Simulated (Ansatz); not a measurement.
# WS2 (P-3m1), an elastic constant from a strain scan

The calculation used DFT PBEsol, scalar-relativistic, plane waves, PAW (Ansatz 0.2.0). Cutoff 420 eV, Γ-centred 12×12×2 k-points, Gaussian smearing of 0.05 eV. Spin–orbit coupling is left out, which can shift energies with elements as heavy as these. No spin polarisation. Energies are free energies at this smearing, counted from the undisturbed cell; pressure is positive in compression.

Zero of the scan (relaxed at this level; this form isn't the usual structure):

```
W S
1.0
     3.14588    0.00000    0.00000
    -1.57294    2.72441    0.00000
     0.00000    0.00000   23.56746
W S
2 4
Direct
  0.33333 0.66667 0.63458
  0.66667 0.33333 0.36542
  0.33333 0.66667 0.29895
  0.66667 0.33333 0.56805
  0.33333 0.66667 0.43195
  0.66667 0.33333 0.70105
```

The cell holds layers and no dispersion correction was added, so their binding is poorly described.

The cell is strained by ε times the Voigt pattern (0, 0, 1, 0, 0, 0) (xx, yy, zz, yz, xz, xy; engineering shear) with fractional coordinates fixed. The cell holds 6 atoms in V0 = 201.99 Å³. The stress column is τ = (1/V0) dE/dε, got from the stress tensor σ (compression positive) at each point as −det(1 + εP) σ : P(1 + εP)⁻¹, with P the pattern as a tensor.

```
      ε  ΔE (meV/atom)  τ (GPa)
-0.0200          6.941   -3.357
-0.0150          3.872   -2.490
-0.0100          1.704   -1.640
-0.0050          0.420   -0.808
 0.0000          0.000    0.006
 0.0050          0.428    0.803
 0.0100          1.682    1.584
 0.0150          3.749    2.347
 0.0175          5.081    2.723
 0.0200              ?        ?
```

Problem. Which combination of elastic constants does this scan measure, and how large is it?

Solution. For small ε, τ = τ0 + Kε with K = pᵀCp, which for this pattern is C33 in the Cartesian frame shown. The parabola through τ at ε = -0.0050, 0 and 0.0050 has slope K = 161 GPa at zero. The energies per cell, E = NΔE, of the same two points give K = 2[E(ε₊)/ε₊ − E(ε₋)/ε₋]/[(ε₊ − ε₋)V0] = 161 GPa, in agreement. These are clamped-ion values.

Problem. Predict the withheld row at ε = 0.0200 from the harmonic law, and compare.

Solution. ΔE = V0(τ0 ε + Kε²/2)/N = 6.799 meV/atom and τ = 3.23 GPa. The calculation gives 6.609 meV/atom and 3.09 GPa, a miss of 2.8 % of the harmonic energy, so the harmonic law still holds here.

Forces appear on the atoms along this scan, and letting them relax would lower the energy and soften the response.

Cost: 10 runs of about 1.8 core-minutes in all, on Intel Xeon Platinum 8488C (Sapphire Rapids) (shared hosts).